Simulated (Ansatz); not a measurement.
Calculation for AsRu (CsCl type): DFT, PBEsol, all-electron LAPW, scalar-relativistic (Ansatz 0.2.0).

The cell comes from a relaxation on PAW files under the same functional, begun from a prototype that needn't be the stable phase.

Command: `ansatz run input.yaml --threads 1 --pin off --max-ram 2048MiB --backend cpu --events-out ev --progress --plain --runs-dir out` It took 47 s on 1 thread of Arm Neoverse V1, with other jobs on the host, peak memory 0.51 GiB.

```yaml
crystal:
  lattice:
    - [3.0403928357, 0.0, 0.0]
    - [0.0, 3.0403928357, 0.0]
    - [0.0, 0.0, 3.0403928357]
  atoms:
    - { symbol: Ru, position: [0.0, 0.0, 0.0] }
    - { symbol: As, position: [0.5, 0.5, 0.5] }
kpoints:
  mp_grid: { grid: [14, 14, 14] }
  band_path:
    path:
      - [0.0, 0.0, 0.0]
      - [0.0, 0.5, 0.0]
      - [0.5, 0.5, 0.0]
      - [0.0, 0.0, 0.0]
      - [0.5, 0.5, 0.5]
      - [0.0, 0.5, 0.0]
      - [0.5, 0.5, 0.5]
      - [0.5, 0.5, 0.0]
    npoints: 14
scf:
  occupations: { method: fermi_dirac, width: 0.1 }
hamiltonian:
  xc: pbesol
  pseudopotentials: { kind: all_electron, lapw: { basis_error: 0.001 } }
output:
  forces: true
  stress: true
  eigenvalues: true
  populations: true
  dos: { projected: true, de: 0.2, e_range: [-14, 8] }
```

Output:

```
Ru: projections on atomic orbitals take those of the free atom 1s2 2s2 2p6 3s2 3p6 3d10 4s2 4p6 4d7 5s1, of charge +0.00 (hamiltonian.pseudopotentials.projection_atoms)
As: projections on atomic orbitals take those of the free atom 1s2 2s2 2p6 3s2 3p6 3d10 4s2 4p3, of charge +0.00 (hamiltonian.pseudopotentials.projection_atoms)
LAPW: plane waves up to 8.437 Å⁻¹, error target 1.0e-3 eV per atom; small_component_spin mean_spin; As in spheres of 1.286 Å, 23 of its electrons in bands, Dirac shells []; Ru in spheres of 1.347 Å, 26 of its electrons in bands, Dirac shells [] (how accurate: hamiltonian.pseudopotentials.lapw.basis_error, Limitations)
Engine: ansatz 0.2.0
Pseudopotentials: kind: all_electron
Pseudopotential: Ru, LAPW, valence charge 26, lapw/all_electron/scalar/gaussian/Ru, Koelling and Harmon's equation, gaussian nucleus
Pseudopotential: As, LAPW, valence charge 23, lapw/all_electron/scalar/gaussian/As, Koelling and Harmon's equation, gaussian nucleus
Functional definition: PBEsol
  exchange = pbesol_x
  correlation = pbesol_c
Crystal: 2 atoms, lattice volume = 28.105 Å³
Basis set: ecut = 271.1872050646835 eV, 257 PW (Γ), exchange–correlation at level 2
Bands: 30, of which v1, the nominal top of the filled ones, is band 25 counted from 1 (24 counted from 0)
Symmetry: 48 space group operations
Space group: Pm-3m (ITA 221), of the structure as read, at distance tolerance 3.0e-5 Å
k-points: 120 of 2744
Non-local potential: Ru, projectors of the file, none
Non-local potential: As, projectors of the file, none
Initial density: superposition of atomic densities (chi_scale 0.1, normalization cell, long waves kept (reshape's long-wave potential 0.00 eV rms))
Initial wavefunctions: plane waves of lowest kinetic energy (no species holds an atomic orbital)
Functional: x = pbesol(κ = 0.804, μ = 0.12345679012345678), c = pbesol(β = 0.046)
iter 1 solved again at ethr=9.18e-4 eV; its pass at ethr=1.00e-1 eV (dr2=4.50e-1 eV) is discarded
SCF iter   1: F=—  HF=-184714.405464 eV  |F-HF|=—  |Δ(HF+E_count)|=         —  Δρ=3.88e-2  dr2=4.50e-1  ethr=9.18e-4  ⟨swp⟩=2.4  Hψ=22811  notcnv=0
preconditioner: auto → Kerker (q_TF=auto, 2.993 Å⁻¹)  [metal: Δε(μ)=0.055 eV  Ē_g=10.580 eV  σ=0.100 eV  W_gap=0.14  n_scr=18 (ndim 8)  ℏωp=25.3 eV  f_vac=0.000  D(μ)=1.31/eV (n_scr^D=6)]
SCF iter   2: F=—  HF=-184714.232166 eV  |F-HF|=—  |Δ(HF+E_count)|=   1.73e-1  Δρ=3.15e-2  dr2=4.66e-1  ethr=9.18e-4  ⟨swp⟩=2.0  Hψ=11153  notcnv=0  defer=1
iter 3 solved again at ethr=2.74e-5 eV; its pass at ethr=9.18e-4 eV (dr2=1.34e-2 eV) is discarded
SCF iter   3: F=—  HF=-184713.938681 eV  |F-HF|=—  |Δ(HF+E_count)|=   2.93e-1  Δρ=9.56e-3  dr2=1.34e-2  ethr=2.74e-5  ⟨swp⟩=2.0  Hψ=17904  notcnv=0
SCF iter   4: F=—  HF=-184713.929615 eV  |F-HF|=—  |Δ(HF+E_count)|=         —  Δρ=3.59e-3  dr2=3.34e-3  ethr=2.74e-5  ⟨swp⟩=2.0  Hψ=10587  notcnv=0
the basis was enlarged: its passes take 90.7 KiB over the memory plan, 1 of 1 planned eigensolver slots
SCF iter   5: F=—  HF=-184713.928843 eV  |F-HF|=—  |Δ(HF+E_count)|=   7.72e-4  Δρ=1.90e-3  dr2=7.84e-4  ethr=6.82e-6  ⟨swp⟩=2.0  Hψ=10593  notcnv=0
SCF iter   6: F=—  HF=-184713.929069 eV  |F-HF|=—  |Δ(HF+E_count)|=   2.26e-4  Δρ=6.91e-4  dr2=1.92e-4  ethr=1.60e-6  ⟨swp⟩=2.0  Hψ=10593  notcnv=0
SCF iter   7: F=—  HF=-184713.928973 eV  |F-HF|=—  |Δ(HF+E_count)|=   9.55e-5  Δρ=1.77e-4  dr2=9.68e-6  ethr=3.92e-7  ⟨swp⟩=2.0  Hψ=10593  notcnv=0
SCF iter   8: F=—  HF=-184713.928972 eV  |F-HF|=—  |Δ(HF+E_count)|=   7.18e-7  Δρ=3.61e-5  dr2=2.10e-7  ethr=1.98e-8  ⟨swp⟩=2.0  Hψ=10593  notcnv=0
SCF iter   9: F=-184713.928972 eV  HF=-184713.928972 eV  |F-HF|=4.32e-8  |Δ(HF+E_count)|=   1.44e-7  Δρ=6.36e-6  dr2=8.46e-9  ethr=4.29e-10  ⟨swp⟩=2.0  Hψ=10593  notcnv=0
SCF 1 converged in 9 iterations: F = -184713.928972 eV  dr2 = 8.46e-9
NSCF: frozen V_eff on 99 k-points
SCF converged after 9 iterations
Free energy (F): -184713.928972 eV
Harris-Foulkes:  -184713.928972 eV  (|F-HF|=4.32e-8)
Internal energy: -184713.862880 eV  (E = F + TS)
E sigma→0 (E₀):  -184713.895926 eV
Entropy (-TS):   -0.066093 eV (-33.046 meV/atom)
Fermi energy:    22.216931 eV
--- Per-component energies (eV) ---
  E_band       = -3588.179036
  E_kinetic    = 190982.420531
  E_xc         = -5819.545382
  E_electrostatic = -369876.738029  (all electrons and nuclei)
  E_smearing   = -0.066093  (= −TS)
  E_closure    = 0.000000  (closes the sum)
  E_atoms      = -184698.570782  (free atoms, spherical and without spin; not in F)
  Σ components = -184713.928972   (vs F -184713.928972, Δ=0.00e0)
  Basis errors (estimates in eV, not in F): energy 2.7e-4 per atom: plane waves 2.3e-4 (1.2e-4 summed), levels above the bands 2.0e-43, relativity 1.4e-8, radial functions 3.4e-5, core shells 8.4e-7; eigenvalues (radial functions only) 1.7e-6; not estimated: angular momenta, meshes, grids; target (lapw.basis_error) 1.0e-3; muffin-tin radii As 1.286 Å, Ru 1.347 Å
--- Forces (eV/Å), atoms counted from 1 ---
  atom   1  Ru    -0.00000000     0.00000000    -0.00000000
  atom   2  As     0.00000000    -0.00000000     0.00000000
  max |Σ_I F_I| component: 1.41e-30 eV/Å
--- Stress (GPa, compression-positive) ---
       -0.009501       0.000000      -0.000000
        0.000000      -0.009501       0.000000
       -0.000000       0.000000      -0.009501
  P = ⅓ Tr σ = -0.0095 GPa (-0.095 kbar)
--- Band table (eV; the first three rows and the last of 120) ---
  k-point 0: bands = ["-247.4887", "-247.4887", "-247.4712", "-247.4712", "-247.4712", "-163.4588", "-107.0217", "-107.0217", "-107.0217", "-50.6822", "-20.6721", "-20.6721", "-20.6721", "-14.2929", "-14.2929", "-14.2649", "-14.2649", "-14.2649", "7.0087", "17.6142", "17.6142", "21.1255", "21.1255", "21.1255", "22.4752", "22.4752", "22.4752", "28.2138", "31.9184", "31.9184"]
  k-point 1: bands = ["-247.4887", "-247.4887", "-247.4712", "-247.4712", "-247.4712", "-163.4588", "-107.0217", "-107.0217", "-107.0217", "-50.6816", "-20.6813", "-20.6714", "-20.6714", "-14.2928", "-14.2913", "-14.2650", "-14.2650", "-14.2648", "7.0905", "17.5627", "17.6443", "20.7643", "20.7643", "21.1342", "22.1252", "22.9075", "22.9075", "28.5883", "31.7027", "32.2143"]
  k-point 2: bands = ["-247.4887", "-247.4887", "-247.4712", "-247.4712", "-247.4712", "-163.4588", "-107.0217", "-107.0217", "-107.0217", "-50.6798", "-20.7069", "-20.6695", "-20.6695", "-14.2926", "-14.2868", "-14.2654", "-14.2654", "-14.2646", "7.3320", "17.3073", "17.7306", "20.1600", "20.1600", "21.1587", "21.5202", "23.7271", "23.7271", "29.2444", "31.1440", "33.2012"]
  k-point 119: bands = ["-247.4887", "-247.4887", "-247.4712", "-247.4712", "-247.4712", "-163.4588", "-107.0219", "-107.0219", "-107.0219", "-50.6446", "-20.8129", "-20.8129", "-20.8129", "-14.2723", "-14.2723", "-14.2723", "-14.2438", "-14.2438", "13.3601", "14.8396", "14.8396", "14.8396", "22.4834", "22.4834", "24.9780", "24.9780", "24.9780", "26.5103", "26.5103", "26.5103"]
--- Löwdin populations: 2 sites ---
  site symbol       q [e]
     0     Ru     43.9326
     1     As     32.9138
  spilling = 0.001995 (of n_electrons = 77.000000)
```

populations.tsv:

```
# site	symbol	l	j	q
# orbitals = lowdin
# n_electrons = 77.000000
# spilling = 0.001995
# projection_atom_Ru: 1s2 2s2 2p6 3s2 3p6 3d10 4s2 4p6 4d7 5s1
# projection_atom_As: 1s2 2s2 2p6 3s2 3p6 3d10 4s2 4p3
0	Ru	0_1S	-	1.999997
0	Ru	0_2S	-	1.999884
0	Ru	0_3S	-	1.998010
0	Ru	0_4S	-	1.966153
0	Ru	0_5S	-	0.531546
0	Ru	1_2P	-	5.999999
0	Ru	1_3P	-	5.999951
0	Ru	1_4P	-	5.993042
0	Ru	2_3D	-	9.999987
0	Ru	2_4D	-	7.444014
1	As	0_1S	-	1.999994
1	As	0_2S	-	1.999689
1	As	0_3S	-	1.993337
1	As	0_4S	-	1.653068
1	As	1_2P	-	5.999992
1	As	1_3P	-	5.997921
1	As	1_4P	-	3.270684
1	As	2_3D	-	9.999120
```

Next run (volume at 0.95 of the series' base cell), as changes to the input before:

```diff
   lattice:
-    - [3.0403928357, 0.0, 0.0]
-    - [0.0, 3.0403928357, 0.0]
-    - [0.0, 0.0, 3.0403928357]
+    - [2.9888507965, 0.0, 0.0]
+    - [0.0, 2.9888507965, 0.0]
+    - [0.0, 0.0, 2.9888507965]
   atoms:
   mp_grid: { grid: [14, 14, 14] }
-  band_path:
-    path:
-      - [0.0, 0.0, 0.0]
-      - [0.0, 0.5, 0.0]
-      - [0.5, 0.5, 0.0]
-      - [0.0, 0.0, 0.0]
-      - [0.5, 0.5, 0.5]
-      - [0.0, 0.5, 0.0]
-      - [0.5, 0.5, 0.5]
-      - [0.5, 0.5, 0.0]
-    npoints: 14
 scf:
   populations: true
-  dos: { projected: true, de: 0.2, e_range: [-14, 8] }
```

Results part of the output:

```
SCF 1 converged in 9 iterations: F = -184713.876213 eV  dr2 = 1.55e-8
SCF converged after 9 iterations
Free energy (F): -184713.876213 eV
Harris-Foulkes:  -184713.876213 eV  (|F-HF|=3.09e-8)
Internal energy: -184713.811592 eV  (E = F + TS)
E sigma→0 (E₀):  -184713.843902 eV
Entropy (-TS):   -0.064621 eV (-32.311 meV/atom)
Fermi energy:    23.684593 eV
--- Per-component energies (eV) ---
  E_band       = -3524.491313
  E_kinetic    = 190988.622249
  E_xc         = -5821.139412
  E_electrostatic = -369881.294428  (all electrons and nuclei)
  E_smearing   = -0.064621  (= −TS)
  E_closure    = 0.000000  (closes the sum)
  E_atoms      = -184698.570782  (free atoms, spherical and without spin; not in F)
  Σ components = -184713.876213   (vs F -184713.876213, Δ=0.00e0)
  Basis errors (estimates in eV, not in F): energy 2.8e-4 per atom: plane waves 2.4e-4 (1.2e-4 summed), levels above the bands 4.0e-44, relativity 1.6e-8, radial functions 3.9e-5, core shells 1.4e-6; eigenvalues (radial functions only) 1.8e-6; not estimated: angular momenta, meshes, grids; target (lapw.basis_error) 1.0e-3; muffin-tin radii As 1.267 Å, Ru 1.322 Å
--- Forces (eV/Å), atoms counted from 1 ---
  atom   1  Ru    -0.00000000     0.00000000     0.00000000
  atom   2  As    -0.00000000     0.00000000     0.00000000
  max |Σ_I F_I| component: 5.59e-30 eV/Å
--- Stress (GPa, compression-positive) ---
       12.656789      -0.000000       0.000000
       -0.000000      12.656789       0.000000
        0.000000       0.000000      12.656789
  P = ⅓ Tr σ = 12.6568 GPa (126.568 kbar)
--- Band table (eV; the first three rows and the last of 120) ---
  k-point 0: bands = ["-246.1098", "-246.1098", "-246.0936", "-246.0936", "-246.0936", "-162.1131", "-105.6772", "-105.6772", "-105.6772", "-49.3588", "-19.3495", "-19.3495", "-19.3495", "-12.9614", "-12.9614", "-12.9273", "-12.9273", "-12.9273", "7.9366", "18.6625", "18.6625", "22.4677", "22.4677", "22.4677", "23.8999", "23.8999", "23.8999", "30.3149", "33.5537", "33.5537"]
  k-point 1: bands = ["-246.1098", "-246.1098", "-246.0936", "-246.0936", "-246.0936", "-162.1131", "-105.6772", "-105.6772", "-105.6772", "-49.3580", "-19.3608", "-19.3487", "-19.3487", "-12.9612", "-12.9594", "-12.9274", "-12.9274", "-12.9272", "8.0236", "18.6147", "18.6946", "22.0813", "22.0813", "22.4770", "23.5530", "24.3604", "24.3604", "30.6810", "33.3057", "33.8636"]
  k-point 2: bands = ["-246.1098", "-246.1098", "-246.0936", "-246.0936", "-246.0936", "-162.1131", "-105.6772", "-105.6772", "-105.6772", "-49.3557", "-19.3923", "-19.3464", "-19.3464", "-12.9609", "-12.9538", "-12.9278", "-12.9278", "-12.9270", "8.2807", "18.3724", "18.7868", "21.4351", "21.4351", "22.5033", "22.9386", "25.2310", "25.2310", "31.2943", "32.6736", "34.9279"]
  k-point 119: bands = ["-246.1098", "-246.1098", "-246.0936", "-246.0936", "-246.0936", "-162.1131", "-105.6774", "-105.6774", "-105.6774", "-49.3106", "-19.5210", "-19.5210", "-19.5210", "-12.9348", "-12.9348", "-12.9348", "-12.9017", "-12.9017", "14.7977", "15.7836", "15.7836", "15.7836", "23.9491", "23.9491", "26.4096", "26.4096", "26.4096", "28.2406", "28.2406", "28.2406"]
--- Löwdin populations: 2 sites ---
  site symbol       q [e]
     0     Ru     43.9513
     1     As     32.8890
  spilling = 0.002074 (of n_electrons = 77.000000)
```

Next run (volume at 0.85 of the series' base cell), as changes to the input before:

```diff
   lattice:
-    - [2.9888507965, 0.0, 0.0]
-    - [0.0, 2.9888507965, 0.0]
-    - [0.0, 0.0, 2.9888507965]
+    - [2.8800675618, 0.0, 0.0]
+    - [0.0, 2.8800675618, 0.0]
+    - [0.0, 0.0, 2.8800675618]
   atoms:
```

Results part of the output:

```
SCF 1 converged in 9 iterations: F = -184713.338994 eV  dr2 = 2.28e-8
SCF converged after 9 iterations
Free energy (F): -184713.338994 eV
Harris-Foulkes:  -184713.338994 eV  (|F-HF|=1.38e-8)
Internal energy: -184713.282349 eV  (E = F + TS)
E sigma→0 (E₀):  -184713.310672 eV
Entropy (-TS):   -0.056645 eV (-28.322 meV/atom)
Fermi energy:    27.111642 eV
--- Per-component energies (eV) ---
  E_band       = -5875.009207
  E_kinetic    = 191005.131539
  E_xc         = -5825.013382
  E_electrostatic = -369893.400506  (all electrons and nuclei)
  E_smearing   = -0.056645  (= −TS)
  E_closure    = 0.000000  (closes the sum)
  E_atoms      = -184698.570782  (free atoms, spherical and without spin; not in F)
  Σ components = -184713.338994   (vs F -184713.338994, Δ=0.00e0)
  Basis errors (estimates in eV, not in F): energy 2.8e-4 per atom: plane waves 2.4e-4 (1.2e-4 summed), levels above the bands 1.3e-45, relativity 1.3e-8, radial functions 3.7e-5, core shells 1.9e-7; eigenvalues (radial functions only) 2.2e-6; not estimated: angular momenta, meshes, grids; target (lapw.basis_error) 1.0e-3; muffin-tin radii As 1.226 Å, Ru 1.268 Å
--- Forces (eV/Å), atoms counted from 1 ---
  atom   1  Ru    -0.00000000     0.00000000     0.00000000
  atom   2  As     0.00000000    -0.00000000     0.00000000
  max |Σ_I F_I| component: 6.67e-30 eV/Å
--- Stress (GPa, compression-positive) ---
       52.573285      -0.000000       0.000000
       -0.000000      52.573285       0.000000
        0.000000       0.000000      52.573285
  P = ⅓ Tr σ = 52.5733 GPa (525.733 kbar)
--- Band table (eV; the first three rows and the last of 120) ---
  k-point 0: bands = ["-416.5182", "-416.5182", "-416.5182", "-242.8644", "-242.8644", "-242.8510", "-242.8510", "-242.8510", "-158.9850", "-102.5524", "-102.5524", "-102.5524", "-46.2759", "-16.2656", "-16.2656", "-16.2656", "-9.8729", "-9.8729", "-9.8213", "-9.8213", "-9.8213", "10.1192", "21.0894", "21.0894", "25.6023", "25.6023", "25.6023", "27.2409", "27.2409", "27.2409", "35.2765", "37.3679", "37.3679"]
  k-point 1: bands = ["-416.5182", "-416.5182", "-416.5182", "-242.8644", "-242.8644", "-242.8510", "-242.8510", "-242.8510", "-158.9850", "-102.5524", "-102.5524", "-102.5524", "-46.2745", "-16.2831", "-16.2645", "-16.2645", "-9.8727", "-9.8698", "-9.8213", "-9.8213", "-9.8212", "10.2187", "21.0530", "21.1261", "25.1574", "25.1574", "25.6130", "26.8958", "27.7657", "27.7657", "35.6171", "37.0337", "37.7184"]
  k-point 2: bands = ["-416.5182", "-416.5182", "-416.5182", "-242.8644", "-242.8644", "-242.8510", "-242.8510", "-242.8510", "-158.9850", "-102.5525", "-102.5524", "-102.5524", "-46.2707", "-16.3320", "-16.2612", "-16.2612", "-9.8721", "-9.8613", "-9.8214", "-9.8214", "-9.8208", "10.5125", "20.8479", "21.2315", "24.4119", "24.4119", "25.6432", "26.2565", "28.7544", "28.7544", "36.0698", "36.2171", "39.0178"]
  k-point 119: bands = ["-416.5182", "-416.5182", "-416.5182", "-242.8644", "-242.8644", "-242.8510", "-242.8510", "-242.8510", "-158.9849", "-102.5529", "-102.5529", "-102.5529", "-46.1945", "-16.5262", "-16.5262", "-16.5262", "-9.8265", "-9.8265", "-9.8265", "-9.7824", "-9.7824", "17.9812", "17.9812", "17.9812", "18.1520", "27.3833", "27.3833", "29.8010", "29.8010", "29.8010", "32.3019", "32.3019", "32.3019"]
--- Löwdin populations: 2 sites ---
  site symbol       q [e]
     0     Ru     43.9962
     1     As     32.8321
  spilling = 0.002229 (of n_electrons = 77.000000)
```

Next run (volume at 0.75 of the series' base cell), as changes to the input before:

```diff
   lattice:
-    - [2.8800675618, 0.0, 0.0]
-    - [0.0, 2.8800675618, 0.0]
-    - [0.0, 0.0, 2.8800675618]
+    - [2.762380216, 0.0, 0.0]
+    - [0.0, 2.762380216, 0.0]
+    - [0.0, 0.0, 2.762380216]
   atoms:
```

Command: `ansatz run input.yaml --threads 1 --pin off --max-ram 2048MiB --backend cpu --events-out ev --progress --plain --runs-dir out` It took 36 s on 1 thread of Arm Neoverse V1, with other jobs on the host, peak memory 0.55 GiB.

Results part of the output:

```
SCF 1 converged in 8 iterations: F = -184711.836915 eV  dr2 = 9.52e-11
SCF converged after 8 iterations
Free energy (F): -184711.836915 eV
Harris-Foulkes:  -184711.836915 eV  (|F-HF|=2.33e-10)
Internal energy: -184711.788463 eV  (E = F + TS)
E sigma→0 (E₀):  -184711.812689 eV
Entropy (-TS):   -0.048452 eV (-24.226 meV/atom)
Fermi energy:    31.379221 eV
--- Per-component energies (eV) ---
  E_band       = -5664.762415
  E_kinetic    = 191029.784427
  E_xc         = -5830.120823
  E_electrostatic = -369911.452068  (all electrons and nuclei)
  E_smearing   = -0.048452  (= −TS)
  E_closure    = 0.000000  (closes the sum)
  E_atoms      = -184698.570782  (free atoms, spherical and without spin; not in F)
  Σ components = -184711.836915   (vs F -184711.836915, Δ=0.00e0)
  Basis errors (estimates in eV, not in F): energy 2.7e-4 per atom: plane waves 2.4e-4 (1.3e-4 summed), levels above the bands 3.8e-48, relativity 1.5e-8, radial functions 3.0e-5, core shells 7.4e-7; eigenvalues (radial functions only) 2.1e-6; not estimated: angular momenta, meshes, grids; target (lapw.basis_error) 1.0e-3; muffin-tin radii As 1.181 Å, Ru 1.211 Å
--- Forces (eV/Å), atoms counted from 1 ---
  atom   1  Ru     0.00000000     0.00000000     0.00000000
  atom   2  As     0.00000000    -0.00000000     0.00000000
  max |Σ_I F_I| component: 1.64e-30 eV/Å
--- Stress (GPa, compression-positive) ---
      126.247288       0.000000       0.000000
        0.000000     126.247288       0.000000
        0.000000       0.000000     126.247288
  P = ⅓ Tr σ = 126.2473 GPa (1262.473 kbar)
--- Band table (eV; the first three rows and the last of 120) ---
  k-point 0: bands = ["-412.4336", "-412.4336", "-412.4336", "-238.7758", "-238.7758", "-238.7638", "-238.7638", "-238.7638", "-155.0793", "-98.6520", "-98.6520", "-98.6520", "-42.4530", "-12.4304", "-12.4304", "-12.4304", "-6.0321", "-6.0321", "-5.9502", "-5.9502", "-5.9502", "12.9024", "24.0860", "24.0860", "29.5198", "29.5198", "29.5198", "31.4588", "31.4588", "31.4588", "41.5734", "42.1292", "42.1292"]
  k-point 1: bands = ["-412.4336", "-412.4336", "-412.4336", "-238.7758", "-238.7758", "-238.7638", "-238.7638", "-238.7638", "-155.0793", "-98.6521", "-98.6520", "-98.6520", "-42.4505", "-12.4588", "-12.4287", "-12.4287", "-6.0317", "-6.0272", "-5.9499", "-5.9499", "-5.9499", "13.0181", "24.0691", "24.1277", "29.0051", "29.0051", "29.5320", "31.1071", "32.0587", "32.0587", "41.6635", "41.7853", "42.6305"]
  k-point 2: bands = ["-412.4336", "-412.4336", "-412.4336", "-238.7758", "-238.7758", "-238.7638", "-238.7638", "-238.7638", "-155.0793", "-98.6522", "-98.6520", "-98.6520", "-42.4436", "-12.5376", "-12.4240", "-12.4240", "-6.0307", "-6.0134", "-5.9493", "-5.9490", "-5.9490", "13.3593", "23.9242", "24.2479", "28.1340", "28.1340", "29.5663", "30.4264", "33.1906", "33.1906", "40.5943", "41.8680", "44.3855"]
  k-point 119: bands = ["-412.4336", "-412.4336", "-412.4336", "-238.7758", "-238.7758", "-238.7638", "-238.7638", "-238.7638", "-155.0791", "-98.6530", "-98.6530", "-98.6530", "-42.3090", "-12.8422", "-12.8422", "-12.8422", "-5.9446", "-5.9446", "-5.9446", "-5.8892", "-5.8892", "20.7210", "20.7210", "20.7210", "22.3544", "31.6913", "31.6913", "34.1419", "34.1419", "34.1419", "37.4185", "37.4185", "37.4185"]
--- Löwdin populations: 2 sites ---
  site symbol       q [e]
     0     Ru     44.0511
     1     As     32.7666
  spilling = 0.002368 (of n_electrons = 77.000000)
```
